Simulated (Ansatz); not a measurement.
## Ansatz 0.2.0, settings compared: Cs₂ScF₆

Launch command:

```bash
ansatz run input.yaml --threads 1 --pin off --max-ram 2560MiB --backend cpu --events-out ev --progress --plain --runs-dir out
```

input.yaml:

```yaml
crystal:
  lattice:
    - [3.218948, 5.57538, 0.0]
    - [-3.218948, 5.57538, 0.0]
    - [0.0, 0.0, 5.037478]
  atoms:
    - { symbol: Sc, position: [0.0, 0.0, 0.0] }
    - { symbol: Cs, position: [0.3333, 0.3334, 0.692] }
    - { symbol: Cs, position: [0.6667, 0.6666, 0.308] }
    - { symbol: F, position: [0.16, 0.68, 0.198] }
    - { symbol: F, position: [0.16, 0.16, 0.198] }
    - { symbol: F, position: [0.68, 0.16, 0.198] }
    - { symbol: F, position: [0.84, 0.32, 0.802] }
    - { symbol: F, position: [0.32, 0.84, 0.802] }
    - { symbol: F, position: [0.84, 0.84, 0.802] }
  symmetry: { tolerance: 0.0003 }
kpoints:
  mp_grid: { grid: [3, 3, 4], shift: [0, 0, 0] }
magnetization:
  spin_polarized: false
scf:
  occupations: { method: fermi_dirac }
hamiltonian:
  pseudopotentials: { kind: paw }
  xc: pbe
basis:
  ecutwfc: 420
output:
  forces: true
  stress: true
  eigenvalues: true
```

Origin of the cell: a known structure type with other elements, at an estimated volume, so it need not be a known compound.

The smearing width isn't typed, so it takes its default of 0.1 eV.

Output of this run (shortened):

```
Warning: the atoms were moved onto the symmetric positions of the space group found under crystal.symmetry.tolerance 3.0e-4 (fractional; no operation is sought that the atoms, as they stand i […]
Pseudopotentials: kind: paw
Pseudopotential: Sc, paw, valence charge 11, recommended cutoff 420 eV (normal), Sc.paw.azcp
Pseudopotential: Cs, paw, valence charge 9, recommended cutoff 420 eV (normal), Cs.paw.azcp
Pseudopotential: F, paw, valence charge 7, recommended cutoff 420 eV (normal), F.paw.azcp
Functional definition: PBE
  exchange = pbe_x(kappa = kappa, mu = beta*pi^2/3)
  correlation = pbe_c(beta = beta)
Crystal: 9 atoms, lattice volume = 180.814 Å³
Basis set: ecut = 420 eV, 3533 PW (Γ), exchange–correlation on 90×90×72 points (8 copies of the dense FFT grid, shifted against one another)
Bands: 45, of which v1, the nominal top of the filled ones, is band 36 counted from 1 (35 counted from 0)
Symmetry: 12 space group operations
[… 8 lines left out …]
Initial density: superposition of atomic densities (neutral atoms: chi_scale 0, normalization atom), corrected by the library's trained network
Functional: x = pbe(κ = 0.804, μ = 0.219515), c = pbe(β = 0.066725)
SCF iter   1: F=—  HF=-18337.804821 eV  Δρ=3.60e-3  dr2=1.37e-2
SCF iter   2: F=—  HF=-18337.804437 eV  Δρ=1.69e-3  dr2=7.43e-3  defer=12
SCF iter   3: F=—  HF=-18337.802602 eV  Δρ=7.42e-4  dr2=1.04e-3  defer=7
SCF iter   4: F=—  HF=-18337.802356 eV  Δρ=1.85e-4  dr2=6.49e-5  defer=7
SCF iter   5: F=—  HF=-18337.802211 eV  Δρ=3.60e-5  dr2=2.45e-6  defer=4
SCF iter   6: F=-18337.802211 eV  HF=-18337.802211 eV  Δρ=6.96e-6  dr2=8.70e-8
SCF 1 converged in 6 iterations: F = -18337.802211 eV  dr2 = 8.70e-8
SCF converged after 6 iterations
Free energy (F): -18337.802211 eV
Harris-Foulkes:  -18337.802211 eV  (|F-HF|=2.70e-8)
Internal energy: -18337.476893 eV  (E = F + TS)
E sigma→0 (E₀):  -18337.639552 eV
Entropy (-TS):   -0.325317 eV (-36.146 meV/atom)
Fermi energy:    1.095525 eV
--- Per-component energies (eV) ---
  E_band       = -543.025917
  E_kinetic    = 1781.087859
  E_local      = -5869.977602  (includes V_loc(G=0)·N_el)
  E_nonlocal   = 578.262909
  E_hartree    = 2256.425760
  E_xc         = -933.409826
  E_vxc        = -997.494125  (∫ρ·V_xc dr)
  E_paw        = -12287.781305  (= ΣΔE_a)
  E_vpaw       = -547.781343  (= ΣTr[D̂ρ^β])
  E_aug_tail   = 0.012298  (compensation charges beyond the density's cutoff)
  E_ewald      = -3862.096987
  E_smearing   = -0.325317  (= −TS)
  Σ components = -18337.802211   (vs F -18337.802211, Δ=0.00e0)
--- Forces (eV/Å), atoms counted from 1 ---
  atom   1  Sc    -0.000000    -0.000000     0.000000
  atom   2  Cs    -0.000000    -0.000000     0.066766
  atom   3  Cs     0.000000     0.000000    -0.066766
  atom   4  F     -0.247049     0.142634     0.217831
  atom   5  F      0.000000    -0.285268     0.217831
  atom   6  F      0.247049     0.142634     0.217831
  atom   7  F      0.247049    -0.142634    -0.217831
  atom   8  F     -0.247049    -0.142634    -0.217831
  atom   9  F      0.000000     0.285268    -0.217831
  max |Σ_I F_I| component: 1.39e-16 eV/Å
--- Stress (GPa, compression-positive) ---
       -0.189827       0.000000       0.000000
       -0.000000      -0.189827       0.000000
        0.000000      -0.000000       1.094816
  P = ⅓ Tr σ = 0.2384 GPa (2.384 kbar)
```

The same input was run again with these changes:

1. `scf.n_extra_bands` default → 32
2. `hamiltonian.hubbard` default → { sites: [{ species: Sc, l: d, u_eff: 2.0 }], double_counting: amf }
3. `total_charge` default → 1; `accuracy` default → medium; `hamiltonian.hubbard` default → { sites: [{ species: Sc, l: d, u_eff: 5.0 }], double_counting: amf }
4. `total_charge` default → -1

| run | end | SCF iterations | P (GPa) | max force component (eV/Å) | moment (μB) | ΔE(σ→0) (meV/atom) |
| --- | --- | --- | --- | --- | --- | --- |
| base | converged | 6 | 0.24 | 0.285 | – | 0 |
| 1 | converged | 7 | 0.24 | 0.285 | – | 0.00 |
| 2 | converged | 10 | 0.24 | 0.284 | – | – |
| 3 | converged | 10 | – | 0.211 | – | – |
| 4 | converged | 8 | – | 0.399 | – | – |

Energies are compared only where functional, datasets, charge and starting cell are the same.

Caveats of the base run: no moments, though an odd count or open d shells may carry them; the k mesh is coarse if the cell is a metal.

Run 3: charged cell with a uniform background, whose pressure depends on convention; no spin, though holes on the anions or broken bonds may carry moments.
Run 4: charged cell with a uniform background, whose pressure depends on convention.

The base run took 8.3 s on 1 thread of Arm Neoverse N1 (shared host), peak memory 0.44 GiB, from the program's own first density.
